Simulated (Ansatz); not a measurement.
Mg$_{2}$Si (antifluorite type, space group Fm-3m)

```
CELL_PARAMETERS angstrom
      0.00000     3.16298     3.16298
      3.16298     0.00000     3.16298
      3.16298     3.16298     0.00000
ATOMIC_POSITIONS crystal
  Si 0.00000 0.00000 0.00000
  Mg 0.25000 0.25000 0.25000
  Mg 0.75000 0.75000 0.75000
```

The slice is a {100} plane (indices of the conventional cell) through the point (0.750, 0.750, 0.750) (fractional), spanned by u = [100] and v = [0 1 -1] in vectors of this cell: u (4.47 Å) and v (4.47 Å, at 90° to u). It covers one period; positions are fractions (u, v).

Computed with PBEsol (plane waves to 420 eV, PAW, scalar-relativistic; Ansatz, a program for electronic structure). k mesh 9×9×9. Near the nuclei the fields are pseudised (PAW); where an atom keeps semicore shells as valence, they peak there. Mg2Si was relaxed with its symmetry unable to fall.

### Question
Sketch the electrostatic potential energy of an electron, from the cell's mean on this plane as a map.

### Answer
```
|xxxxxx3689999999863xxxxx|
|xxxxx036899999998630xxxx|
|xxxxx157889999988751xxxx|
|xxxx03678888888887630xxx|
|xx013567776666677765310x|
|233566766533233566766533|
|66677765310xxx0135677766|
|888887630xxxxxxx03678888|
|99988751xxxxxxxxx1578899|
|99998630xxxxxxxxx0368999|
|9999863xxxxxxxxxxx368999|
|9999862xxxxxxxxxxx268999|
|9999863xxxxxxxxxxx368999|
|99998630xxxxxxxxx0368999|
|99988751xxxxxxxxx1578899|
|888887630xxxxxxx03678888|
|66677765310xxx0135677766|
|233566766533233566766533|
|xx013567776666677765310x|
|xxxx03678888888887630xxx|
|xxxxx157889999988751xxxx|
|xxxxx036899999998630xxxx|
|xxxxxx3689999999863xxxxx|
|xxxxxx2689999999862xxxxx|
```
Scale: ten equal steps from -1.00 (start of '0') to 7.14 (end of '9'), in the order '0123456789'. Values: electrostatic potential energy of an electron, from the cell's mean, in eV. The map has 24 points along u (one character each, u = 0 at the left) and 24 along v (v = 0 in the bottom row). Points within 1 Å of a nucleus are blanked (x), as the pseudised field means little there. Values under -1 eV are set to -1. The zero, the cell's mean, hangs on the PAW cores.
